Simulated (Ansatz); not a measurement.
Relaxed-ion elastic tensor of NaPt3O4 in space group Pm-3n (No. 223; Na on 2a, Pt on 6c, O on 8e) in GPa (Voigt order), DFT-r²SCAN in the program Ansatz with PAW potentials; density 12.05 g/cm³, 11.58 Å³ per atom.

```
 328   164   164   0.0   0.0   0.0
 164   328   164   0.0   0.0   0.0
 164   164   328   0.0   0.0   0.0
 0.0   0.0   0.0  68.0   0.0   0.0
 0.0   0.0   0.0   0.0  68.0   0.0
 0.0   0.0   0.0   0.0   0.0  68.0
```

Problem. Is the crystal mechanically stable?

Solution. Yes: the smallest eigenvalue of C is 68.0 GPa.

Problem. Work out the Voigt, Reuss and Hill averages.

Solution. K_V = 218, K_R = 218, K_H = 218; G_V = 73.6, G_R = 73.0, G_H = 73.3 GPa.

Problem. Give Young's modulus, Poisson's ratio, Pugh's ratio and the universal anisotropy index.

Solution. E = 9KG/(3K + G) = 198 GPa; ν = 0.35; K/G = 2.98 (ductile by the Pugh limit of 1.75); A_U = 5G_V/G_R + K_V/K_R − 6 = 0.04.

Problem. Estimate the sound speeds and the Debye temperature.

Solution. v_l = √((K + 4G/3)/ρ) = 5120 m/s, v_t = √(G/ρ) = 2470 m/s, mean 2770 m/s; Θ = (h/k)(3n/4πV)^(1/3) v_m = 365 K.

Problem. Give the Zener ratio and Young's modulus along [100], [110] and [111].

Solution. A = 2C44/(C11 − C12) = 0.83; 1/E = S11 − 2(S11 − S12 − S44/2)Γ with Γ = 0, 1/4, 1/3 gives 218, 192, 185 GPa.

Problem. Solve the Christoffel equation for the three sound speeds along [100], [110], [111].

Solution. Eigenvalues of C_ijkl n_j n_l equal ρv². In km/s, slowest first: [100] 2.38, 2.38, 5.22; [110] 2.38, 2.61, 5.10; [111] 2.53, 2.53, 5.07.

The workflow started from a Materials Project entry (that database holds measured and hypothetical structures alike); the Crystallography Open Database files this formula in space group No. 223, but the cells were not matched. Its standing as an ambient phase is unchecked. Symmetry was held in the r²SCAN relaxation; its stability against distortions is not shown here. The run is not spin-polarised. As this level gives no gap, shear constants depend on the k-mesh and smearing (Fermi–Dirac, 0.1 eV here). Spin–orbit coupling is left out wherever it is not named.

Potentials: the earlier of the program's two PAW sets.
